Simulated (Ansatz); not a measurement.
NbP (CsCl type, Pm-3m) at seven volumes, plane-wave PAW PBE (Ansatz code), scaled uniformly. One row is withheld.

```json
[
 {"V (Å³/atom)": "13.680", "P (GPa)": "22.05"},
 {"V (Å³/atom)": "14.131", "P (GPa)": "13.49"},
 {"V (Å³/atom)": "14.582", "P (GPa)": "?"},
 {"V (Å³/atom)": "15.033", "P (GPa)": "0.00"},
 {"V (Å³/atom)": "15.484", "P (GPa)": "-5.30"},
 {"V (Å³/atom)": "15.935", "P (GPa)": "-9.82"},
 {"V (Å³/atom)": "16.386", "P (GPa)": "-13.66"}
]
```

Problem. Fit the shown pressures and predict the withheld one.

Solution. P = (3/2)B₀(x^(7/2) − x^(5/2))[1 + (3/4)(B′ − 4)(x − 1)] with x = (V₀/V)^(2/3). Least squares on the six rows gives V₀ = 15.033 Å³/atom, B₀ = 191 GPa, B′ = 4.31. At V = 14.582, x = 1.0205 and P = 6.21 GPa. The run itself gave 6.21 GPa.

A made-up cell: these elements were put on the sites of a structure type; neither database checked (COD, Materials Project) lists it. COD files the formula under space group No. 141, so this cell is another polymorph or a model. Whether it is the stable phase at ambient conditions was not checked. The cell was relaxed with PBE under the symmetry of its start; whether a distortion lowers the energy is not shown. The run is not spin-polarised.

Potentials: the earlier of the program's two PAW sets.
